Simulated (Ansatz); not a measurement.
NaI:
```cif
data_I4Na4
_chemical_formula_sum 'Na4 I4'
_space_group_name_H-M_alt 'Fm-3m'
_space_group_IT_number 225
_space_group_name_Hall '-F 4 2 3'
_cell_length_a 6.52800
_cell_length_b 6.52800
_cell_length_c 6.52800
_cell_angle_alpha 90.000
_cell_angle_beta 90.000
_cell_angle_gamma 90.000
loop_
_atom_site_label
_atom_site_type_symbol
_atom_site_symmetry_multiplicity
_atom_site_Wyckoff_symbol
_atom_site_fract_x
_atom_site_fract_y
_atom_site_fract_z
_atom_site_occupancy
Na1 Na 4 a 0.00000 0.00000 0.00000 1
I1 I 4 b 0.50000 0.50000 0.50000 1
```
(The calculation used a cell of 2 atoms; values per cell refer to that cell.)

Relaxed with PBE.

### Question
Which orbitals make up the states near the band edges in PBE in the plane-wave PAW code Ansatz?

### Answer
Top 1 eV of the valence band: I 5p 98 %. Bottom 1 eV of the conduction band: Na 3s 73 %, I 5s 16 %, I 5p 9 %. Projections are on Löwdin-orthogonalised atomic valence shells; empty p or d shells of many metals are not among them.

### Question
Tabulate the density of states.

### Answer
States/eV per cell of 2 atoms, in 0.25 eV bins, energy from the valence-band maximum.

```tsv
E (eV)	total	I 5p	Na 3s	I 5s
-7.85	0.00	0.00	0.00	0.00
-7.60	0.00	0.00	0.00	0.00
-7.35	0.00	0.00	0.00	0.00
-7.10	0.00	0.00	0.00	0.00
-6.85	0.00	0.00	0.00	0.00
-6.60	0.00	0.00	0.00	0.00
-6.35	0.00	0.00	0.00	0.00
-6.10	0.00	0.00	0.00	0.00
-5.85	0.00	0.00	0.00	0.00
-5.60	0.00	0.00	0.00	0.00
-5.35	0.00	0.00	0.00	0.00
-5.10	0.00	0.00	0.00	0.00
-4.85	0.00	0.00	0.00	0.00
-4.60	0.00	0.00	0.00	0.00
-4.35	0.00	0.00	0.00	0.00
-4.10	0.00	0.00	0.00	0.00
-3.85	0.00	0.00	0.00	0.00
-3.60	0.00	0.00	0.00	0.00
-3.35	0.00	0.00	0.00	0.00
-3.10	0.00	0.00	0.00	0.00
-2.85	0.00	0.00	0.00	0.00
-2.60	0.00	0.00	0.00	0.00
-2.35	0.00	0.00	0.00	0.00
-2.10	0.18	0.15	0.04	0.00
-1.85	1.77	1.49	0.27	0.01
-1.60	4.35	3.84	0.46	0.03
-1.35	1.15	1.01	0.11	0.02
-1.10	2.09	1.98	0.08	0.01
-0.85	2.71	2.62	0.05	0.01
-0.60	4.85	4.76	0.04	0.00
-0.35	5.17	5.13	0.01	0.00
-0.10	1.73	1.72	0.00	0.00
0.15	0.00	0.00	0.00	0.00
0.40	0.00	0.00	0.00	0.00
0.65	0.00	0.00	0.00	0.00
0.90	0.00	0.00	0.00	0.00
1.15	0.00	0.00	0.00	0.00
1.40	0.00	0.00	0.00	0.00
1.65	0.00	0.00	0.00	0.00
1.90	0.00	0.00	0.00	0.00
2.15	0.00	0.00	0.00	0.00
2.40	0.00	0.00	0.00	0.00
2.65	0.00	0.00	0.00	0.00
2.90	0.00	0.00	0.00	0.00
3.15	0.00	0.00	0.00	0.00
3.40	0.00	0.00	0.00	0.00
3.65	0.01	0.00	0.00	0.00
3.90	0.04	0.00	0.03	0.01
4.15	0.08	0.01	0.05	0.01
4.40	0.11	0.01	0.08	0.02
4.65	0.33	0.02	0.25	0.03
4.90	0.62	0.05	0.46	0.04
5.15	1.26	0.11	0.76	0.06
5.40	1.80	0.14	0.92	0.06
5.65	2.04	0.14	0.88	0.03
5.90	1.70	0.08	0.50	0.01
6.15	0.81	0.02	0.07	0.00
6.40	0.86	0.02	0.09	0.00
6.65	2.89	0.11	0.49	0.01
6.90	1.82	0.06	0.28	0.00
7.15	1.43	0.03	0.08	0.01
7.40	1.93	0.04	0.13	0.01
7.65	2.64	0.05	0.20	0.01
7.90	2.17	0.04	0.14	0.00
8.15	2.43	0.05	0.18	0.00
8.40	2.74	0.10	0.35	0.00
```

The cell was relaxed with PBE under the symmetry of its start; phonons on a q-mesh show no instability. Spin–orbit coupling is left out wherever it is not named.

Potentials: the later of the program's two PAW sets.
